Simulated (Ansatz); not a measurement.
This cell of BaTiO₃ (tetragonal-perovskite type, space group P4mm) is off equilibrium:

```xyz
5
Lattice="3.9723 0.0000 0.0000 0.0000 3.9723 0.0000 0.0000 0.0000 4.1128" Properties=species:S:1:pos:R:3 pbc="T T T"
Ti     1.9861     1.9861     1.8603
Ba     0.0000     0.0000     3.8423
O      1.9861     1.9861     3.7177
O      1.9861     0.0000     1.6950
O      0.0000     1.9861     1.6950
```

Method: r2SCAN (plane waves to 500 eV, PAW, scalar-relativistic; Ansatz, a program for electronic structure). k mesh 7×7×7 (Γ-centred), Fermi-Dirac smearing 0.05 eV. E stands for the smeared free energy. Compression counts positive. BaTiO3 is run without spin polarisation. BaTiO3 was relaxed with its symmetry unable to fall.

**Question.** Predict the force on every atom, in eV/Å.

**Answer.** 
| atom | Fx | Fy | Fz |
|---|---|---|---|
| Ti1 | 0.000 | 0.000 | 0.160 |
| Ba2 | 0.000 | 0.000 | 0.034 |
| O3 | 0.000 | 0.000 | -0.472 |
| O4 | 0.000 | 0.000 | 0.139 |
| O5 | 0.000 | 0.000 | 0.139 |

**Question.** What is the stress tensor (GPa)?

**Answer.** 
```
  -0.36     0.00     0.00
   0.00    -0.36     0.00
   0.00     0.00    -2.22
```
The pressure, a third of the trace, is -0.98 GPa.

**Question.** In it atom 3 sits (0.000, 0.000, 0.036) Å away from its relaxed site. What is its energy relative to the relaxed cell?

**Answer.** 8.8 meV/cell.

(For displaced atoms, the force is minus the slope of the energy, and its curvature is a force constant, which sets phonon frequencies.)
